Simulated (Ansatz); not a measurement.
The relaxed structure here is a generated cell of La2O3: the first start was made by placing the elements on the sites of a structure type, and the end was not matched to a known phase here, so it may be hypothetical. Known forms of La2O3 include space group No. 164.

A structure of La2O3 relaxed with PBEsol (plane waves to 420 eV, PAW, scalar-relativistic; Ansatz, a program for electronic structure); single points at other levels follow on the same geometry (Ansatz, PAW; PBEsol+SOC at 600 eV on a 8×8×8 k-mesh; spin-orbit coupling only where +SOC is written). Space group R32 (No. 155).

La2O3 has the trigonal space group R32, hexagonal axes (No. 155), Pearson symbol hR5. Lattice parameters: a = b = 5.9444 Å, c = 8.5571 Å, α = β = 90.00°, γ = 120.00°. O on 9e is coordinated by 4 La at 2.374–2.485 Å. La on 6c sees 6 O at 2.374–2.485 Å. (Neighbours: up to the widest gap in distance over summed covalent radii, below 1.35, at either atom; cation-cation and far metal-metal contacts left out.)
(The calculation used a cell of 5 atoms; values per cell refer to that cell.)

| level | gap (eV) | kind | conduction minimum |
|---|---|---|---|
| PBEsol | 3.25 | indirect | Γ |
| PBEsol+SOC | ___ | ___ | ___ |

**Question.** Fill in the missing entries.

**Answer.** 
- PBEsol+SOC, gap (eV): 3.24
- PBEsol+SOC, kind: indirect
- PBEsol+SOC, conduction minimum: Γ

The shift from spin-orbit coupling is approximate. No spin polarisation in the result.

The run could not lose the symmetry of its start: the end is stationary, and may be a saddle point rather than a minimum.
